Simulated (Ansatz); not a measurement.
C:
```
C
1.0
    2.51075     0.00000     0.00000
   -1.25538     2.17438     0.00000
    0.00000     0.00000    18.61657
C
18
Direct
  0.00000   0.00000   0.68105
  0.00000   0.00000   0.76378
  0.33333   0.66667   0.79143
  0.33333   0.66667   0.87416
  0.66667   0.33333   0.90200
  0.66667   0.33333   0.98598
  0.33333   0.66667   0.01402
  0.33333   0.66667   0.09800
  0.66667   0.33333   0.12584
  0.66667   0.33333   0.20857
  0.00000   0.00000   0.23622
  0.00000   0.00000   0.31895
  0.33333   0.66667   0.34676
  0.33333   0.66667   0.43084
  0.00000   0.00000   0.45866
  0.00000   0.00000   0.54134
  0.66667   0.33333   0.56916
  0.66667   0.33333   0.65324
```

Relaxed with r²SCAN.

### Question
Map the electron localisation function on the plane through (0.000, 0.000, 0.681) spanned by u = [0, 0, 1] and v = [1, -1, 0] in lattice vectors, from DFT-r²SCAN in the program Ansatz with PAW potentials.

### Answer
x is the fraction of u, y of v (the angle between them is 90°; rows are the nearest grid lines); atoms in the plane: C at (0.00, 0.00), C at (0.08, 0.00), C at (0.11, 0.33), C at (0.19, 0.33), C at (0.22, 0.67), C at (0.30, 0.67), C at (0.33, 0.33), C at (0.42, 0.33), C at (0.44, 0.67), C at (0.53, 0.67).
```
| %@ :=              + +@. + .= #@ .= := |
| %@.-=              *.*@::+ .+ #@:-+ :+ |
|*#%-*=  ..  ..   .. %#*%=++ .*=*%+%* -%*|
|@**+*- .==::==. .=-:@@**+*= .**+*#@#:=@@|
|@=-=+: :*++++*: :*++@@*-=+:  =+--%@#+*@@|
|%- ::  -*=##=*- -*=##@= .:.  ::..#@*#*%%|
|*:     -+.%%.+- -+.%:*-          *=-@#:*|
|=:     -- @@ -- -- @ =-          +..@# =|
|+:     -= @@ -- -- @ =-          +..@# +|
|*:  .  =#-%%-#= =#-%:*-  ..  ..  +=-@*:*|
|*. .-:.+@%*#%@*.*@##+*: .--.:--  =*+#*+*|
|+  -*==*@@==@@*-*@@=++. :*+==++. -*===++|
|:  +*+#*@%::%@*#*@%:--  =*+#*+*: .-:.:-:|
|.  +==@*+#..#++@++#...  =+-%#:*:  .   ..|
|   +.-@+ +. + =@= +.    =: @% =:        |
|   + :@= +  + =@- +.    =. @% =:        |
|  .*==@+:*. +:+@=:+.    ++:@#:*-        |
|:..#%*%++*  *++%++* .:..*@*###@= ::.  ::|
|+--%@#++*+  =*+++*= =+--#@%++@@+-=+: .=+|
|++*%@#:-=-  :=-:-=: +*+*#@%:=@@**+*= .*+|
|-#%+%* .:.  .:. .:. *=*%+%# :%*#%=+= :*-|
| %@.==              + *@::+ .* #@.-= :+ |
| %@ :=              + +@. + .= #@ .= := |
```
Scale: ten equal steps from 0.012 (start of ' ') to 0.945 (end of '@'), in the order ' .:-=+*#%@'; x runs from 0.000 to 1.00, y from 0.000 (bottom) to 1.00 (top).

The density is the valence pseudo-density with augmentation charge, so density and ELF within about 1 Å of a nucleus are not all-electron values.

Space group P-3m1. The start of the workflow was typed in or built on a structure type; the Crystallography Open Database copy checked does not list it. It is not the phase usual at ambient conditions (space group No. 194, 227). The cell was relaxed with r²SCAN under the symmetry of its start; its stability against distortions is not shown here.

Potentials: the later of the program's two PAW sets.
